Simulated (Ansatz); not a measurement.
input.yaml (Ansatz)

```yaml
crystal:
  lattice:
    - [0.0, 2.917485583, 2.917485583]
    - [2.917485583, 0.0, 2.917485583]
    - [2.917485583, 2.917485583, 0.0]
  atoms:
    - { symbol: Pd, position: [0.125, 0.125, 0.125], spin: -0.467 }
    - { symbol: Pd, position: [0.875, 0.875, 0.875], spin: -0.467 }
hamiltonian:
  xc: pbesol
  pseudopotentials:
    kind: paw
    azcp:
      Pd: "pseudopotentials/Pd.paw.azcp"
basis:
  ecutwfc: 420
  fft_grid_basis: typed
kpoints:
  mp_grid: { grid: [11, 11, 11], shift: [0, 0, 0] }
magnetization:
  spin_polarized: true
scf:
  occupations: { method: fermi_dirac, width: 0.05 }
  lower_state_search: "off"
output:
  stress: true
```

Output

```
Warning: the record states the generating functional pbe (its physics header spells it `PBE`), which answers neither for hamiltonian.xc's functional nor for the pbesol family's — results may be inconsistent (PPs are generated against a specific XC)
Engine: ansatz 0.2.0, aarch64-unknown-linux-gnu
Pseudopotentials: kind: paw
Pseudopotential: Pd, paw, valence charge 18, recommended cutoff 420 eV (normal) 
Functional definition: PBEsol
  exchange = pbesol_x
  correlation = pbesol_c
Crystal: 2 atoms, lattice volume = 49.666 Å³
Basis set: ecut = 420 eV, 941 PW (Γ)
Bands: 23, of which v1, the nominal top of the filled ones, is band 18 counted from 1 (17 counted from 0)
Symmetry: 48 space group operations
Space group: Fd-3m (ITA 227), of the structure as read, at distance tolerance 3.7e-5 Å
Magnetic group: BNS 227.128 (UNI 1630), of the structure as read, at distance tolerance 3.7e-5 Å
k-points: 56 of 1331
Non-local potential: Pd, projectors of the file, l = 0: 2, l = 1: 2, l = 2: 2, l = 3: 1
PAW form: soft (Blöchl's): semilocal exchange-correlation on the pseudo side does not see the compensation charge
PAW frozen core: Pd, regenerated for the run's functional, and the local potential with it (the file was generated under x = pbe(κ = 0.804, μ = 0.2195149727645171), c = pbe(β = 0.06672455060314922))
PAW one-centre angular grid: Pd, 590 points (default); XC on 64 Gauss nodes
Initial density: superposition of atomic densities (chi_scale 0.1, normalization cell)
Starting moments: Σ|m| = 0.934 μB on 2 of 2 sites
Initial wavefunctions: pseudopotential atomic-orbital guess
Functional: x = pbesol(κ = 0.804, μ = 0.12345679012345678), c = pbesol(β = 0.046)
SCF iter   1: F=—  HF=-13813.087132 eV  |F-HF|=—  |Δ(HF+E_count)|=         —  Δρ=7.04e-2 (↑6.91e-2 ↓7.04e-2)  dr2=1.19e1  dr2_m=5.89e-3  M=-0.919 μB ∫|m|=0.925 μB  β_m=1.00  ethr=3.10e-3  ⟨swp⟩=5.8  Hψ=10756  notcnv=0
SCF iter   2: F=—  HF=-13811.122789 eV  |F-HF|=—  |Δ(HF+E_count)|=    1.96e0  Δρ=3.51e-2 (↑3.51e-2 ↓2.85e-2)  dr2=2.63e0  dr2_m=6.62e-3  M=-1.029 μB ∫|m|=1.051 μB  β_m=1.00  ethr=3.10e-3  ⟨swp⟩=2.5  Hψ=5383  notcnv=0
SCF iter   3: F=—  HF=-13810.575854 eV  |F-HF|=—  |Δ(HF+E_count)|=   5.47e-1  Δρ=1.09e-2 (↑1.09e-2 ↓1.09e-2)  dr2=1.31e-1  dr2_m=3.55e-4  M=-0.989 μB ∫|m|=1.015 μB  β_m=0.30  ethr=3.10e-3  ⟨swp⟩=2.2  Hψ=4575  notcnv=0
SCF iter   4: F=—  HF=-13810.562683 eV  |F-HF|=—  |Δ(HF+E_count)|=   1.32e-2  Δρ=2.33e-3 (↑2.33e-3 ↓2.05e-3)  dr2=3.79e-3  dr2_m=7.41e-4  M=-0.957 μB ∫|m|=0.987 μB  β_m=0.30  ethr=3.63e-4  ⟨swp⟩=2.0  Hψ=5596  notcnv=0  defer=4
SCF iter   5: F=—  HF=-13810.561503 eV  |F-HF|=—  |Δ(HF+E_count)|=   1.18e-3  Δρ=1.21e-3 (↑1.21e-3 ↓9.87e-4)  dr2=4.45e-4  dr2_m=3.10e-4  M=-0.960 μB ∫|m|=0.990 μB  β_m=1.00  ethr=1.05e-5  ⟨swp⟩=2.1  Hψ=4246  notcnv=0  defer=4
SCF iter   6: F=—  HF=-13810.562850 eV  |F-HF|=—  |Δ(HF+E_count)|=   1.35e-3  Δρ=1.74e-4 (↑1.74e-4 ↓1.24e-4)  dr2=5.30e-6  dr2_m=7.76e-6  M=-0.954 μB ∫|m|=0.985 μB  β_m=0.30  ethr=1.23e-6  ⟨swp⟩=2.1  Hψ=4100  notcnv=0  defer=4
SCF iter   7: F=—  HF=-13810.562891 eV  |F-HF|=—  |Δ(HF+E_count)|=   4.07e-5  Δρ=1.10e-4 (↑1.10e-4 ↓9.82e-5)  dr2=5.74e-7  dr2_m=4.39e-6  M=-0.954 μB ∫|m|=0.985 μB  β_m=0.30  ethr=1.47e-8  ⟨swp⟩=2.0  Hψ=4589  notcnv=0  defer=4
Mixer restart at iter 7: flushing history
spin-set hold released at iteration 7 (site moments contracting): the magnetisation degrees of freedom join the quasi-Newton model from the next iteration; the mixer history was flushed
SCF iter   8: F=—  HF=-13810.562910 eV  |F-HF|=—  |Δ(HF+E_count)|=   1.87e-5  Δρ=8.47e-5 (↑8.47e-5 ↓7.36e-5)  dr2=2.83e-7  dr2_m=2.57e-6  M=-0.954 μB ∫|m|=0.985 μB  β_m=0.65  ethr=2.78e-10  ⟨swp⟩=4.0  Hψ=8044  notcnv=0
iter 9 did not close the SCF: its close was put off for a magnetic moment that had not settled (scf_convergence_deferred on its scf_iter line)
SCF iter   9: F=-13810.562929 eV  HF=-13810.562929 eV  |F-HF|=1.55e-8  |Δ(HF+E_count)|=   1.90e-5  Δρ=1.81e-5 (↑1.81e-5 ↓6.28e-6)  dr2=5.00e-8  dr2_m=6.51e-8  M=-0.954 μB ∫|m|=0.985 μB  β_m=0.82  ethr=2.78e-10  ⟨swp⟩=2.1  Hψ=9735  notcnv=0
SCF iter  10: F=—  HF=-13810.562929 eV  |F-HF|=—  |Δ(HF+E_count)|=   6.87e-8  Δρ=1.15e-5 (↑9.89e-6 ↓1.15e-5)  dr2=2.30e-7  dr2_m=4.16e-9  M=-0.954 μB ∫|m|=0.985 μB  β_m=0.66  ethr=1.39e-10  ⟨swp⟩=2.0  Hψ=4644  notcnv=0  defer=4
iter 11 did not close the SCF: its close was put off for a magnetic moment that had not settled (scf_convergence_deferred on its scf_iter line)
SCF iter  11: F=-13810.562929 eV  HF=-13810.562929 eV  |F-HF|=1.65e-8  |Δ(HF+E_count)|=   4.69e-8  Δρ=7.05e-6 (↑7.05e-6 ↓1.99e-6)  dr2=2.20e-8  dr2_m=7.22e-9  M=-0.954 μB ∫|m|=0.985 μB  β_m=0.67  ethr=1.39e-10  ⟨swp⟩=2.0  Hψ=9337  notcnv=0
SCF iter  12: F=-13810.562929 eV  HF=-13810.562929 eV  |F-HF|=9.50e-10  |Δ(HF+E_count)|=   1.72e-9  Δρ=1.85e-6 (↑1.85e-6 ↓4.96e-7)  dr2=1.30e-9  dr2_m=5.50e-10  M=-0.954 μB ∫|m|=0.985 μB  ethr=6.11e-11  ⟨swp⟩=2.0  Hψ=7721  notcnv=0
SCF 1 converged in 12 iterations: F = -13810.562929 eV  dr2 = 1.30e-9
SCF converged after 12 iterations
Magnetization: -0.9539 μB (17.5231 up, 18.4769 down)
Absolute magnetization: 0.9849 μB (∫|ρ↑−ρ↓|, with the PAW one-centre terms)
Spin contamination: 0.0045 ħ² per cell (⟨S²⟩ above its minimum at these occupations)
Per-site moments (μB) at R_I (Å): [(-0.46276249450528956, 1.0422293598968018), (-0.46276249450528967, 1.0422293598968018)]
Free energy (F): -13810.562929 eV
Harris-Foulkes:  -13810.562929 eV  (|F-HF|=9.50e-10)
Internal energy: -13810.524947 eV  (E = F + TS)
E sigma→0 (E₀):  -13810.543938 eV
Entropy (-TS):   -0.037982 eV (-18.991 meV/atom)
Fermi energy:    9.593410 eV
--- Per-component energies (eV) ---
  E_band       = -629.391932
  E_kinetic    = 1025.320822
  E_local      = -5518.455412  (includes V_loc(G=0)·N_el)
  E_nonlocal   = 440.769155
  E_hartree    = 2250.805741
  E_xc         = -331.013663
  E_vxc        = -416.462688  (∫ρ·V_xc dr)
  E_paw        = -7371.418993  (= ΣΔE_a)
  E_vpaw       = -662.172285  (= ΣTr[D̂ρ^β])
  E_aug_tail   = 0.000382  (compensation charges beyond the density's cutoff)
  E_ewald      = -4307.138028
  E_core_change = 0.605048  (= ΣΔE_core)
  E_smearing   = -0.037982  (= −TS)
  E_closure    = 0.000000  (closes the sum)
  Σ components = -13810.562929   (vs F -13810.562929, Δ=0.00e0)
--- Stress (GPa, compression-positive) ---
       -5.196501       0.000000       0.000000
        0.000000      -5.196501      -0.000000
       -0.000000      -0.000000      -5.196501
  P = ⅓ Tr σ = -5.1965 GPa (-51.965 kbar)
```
